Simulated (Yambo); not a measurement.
Yambo run on a free-standing WS₂ monolayer (symmetry P-6m2, slab cell 16.1 Å high) under biaxial strain of +1.5 % in the plane. The wavefunctions come from this Quantum ESPRESSO step (PBEsol, PseudoDojo standard norm-conserving files, scalar-relativistic):

```
&CONTROL
  calculation = 'nscf'
  pseudo_dir = './pseudo'
  outdir = './out'
/
&SYSTEM
  ibrav = 0
  nat = 3
  ntyp = 2
  ecutwfc = 74.0
  ecutrho = 296.0
  occupations = 'fixed'
  force_symmorphic = .true.
  nbnd = 132
  assume_isolated = '2D'
/
&ELECTRONS
  conv_thr = 3.0000000000000004e-09
  diago_full_acc = .true.
  diago_thr_init = 1e-08
/
ATOMIC_SPECIES
S 32.0600 S.upf
W 183.8400 W.upf
CELL_PARAMETERS angstrom
  3.192800711904   0.000000000000   0.000000000000
 -1.596400355952   2.765046525730   0.000000000000
  0.000000000000   0.000000000000  16.100000528027
ATOMIC_POSITIONS crystal
S   0.000000000000   0.000000000000  -0.096268979500
S   0.000000000000   0.000000000000   0.096268979500
W   0.666666666667   0.333333333333   0.000000000000
K_POINTS automatic
6 6 1 0 0 0
```

Yambo input:

```
rim_cut
gw0
dyson
el_el_corr
HF_and_locXC
ppa
em1d
rim_w
RandQpts= 1000000
RandGvec= 2 Ry
CUTGeo= "slab z"
EXXRLvcs= 74 Ry
VXCRLvcs= 296 Ry
Chimod= "HARTREE"
% BndsRnXp
 2 | 131 |
%
NGsBlkXp= 8 Ry
% LongDrXp
 1.0 | 1.0 | 0.0 |
%
RandGvecW= 1000 mRy
PPAPntXp= 27.2114 eV
% GbndRnge
 1 | 131 |
%
GTermKind= "BG"
DysSolver= "n"
ExtendOut
% QPkrange
 1 | 1 | 13 | 14 |
 4 | 4 | 13 | 14 |
 7 | 7 | 13 | 14 |
%
```

k points by index: 1 = Γ, 4 = M, 7 = K.

The o-*.qp file then holds:

```
#    K-point    Band    Eo [eV]    E [eV]    E-Eo [eV]    Vxc [eV]    Vnlxc [eV]    Sc|Eo [eV]    Sc|E [eV]    dSc/dw|Eo [eV]    Re(Z)    Im(Z)
#
    1    13    0.000000    -0.236060    -0.236060    -14.46613    -15.20661    0.426772    0.504421    -8.943933    0.752613    -0.003010
    1    14    2.808266    3.433314    0.625049    -15.04126    -10.47015    -3.735950    -3.946060    -9.142645    0.748498    -0.003066
    4    13    -0.972235    -1.359661    -0.387426    -13.80247    -15.41484    1.097361    1.224942    -8.955549    0.752371    -0.002993
    4    14    2.726775    3.614156    0.887381    -17.42583    -12.05845    -4.172458    -4.479998    -9.426954    0.742689    -0.003134
    7    13    -0.078666    -0.216164    -0.137498    -15.26104    -15.65068    0.206410    0.252146    -9.040613    0.750606    -0.002973
    7    14    1.649832    2.414161    0.764329    -16.27181    -12.00703    -3.244984    -3.500454    -9.091783    0.749547    -0.003067
```
(The two width columns are left out.) Convergence of these settings isn't established.

Spin-orbit coupling is not included.

Geometry strained from the cell relaxed with PBEsol, atoms relaxed again.
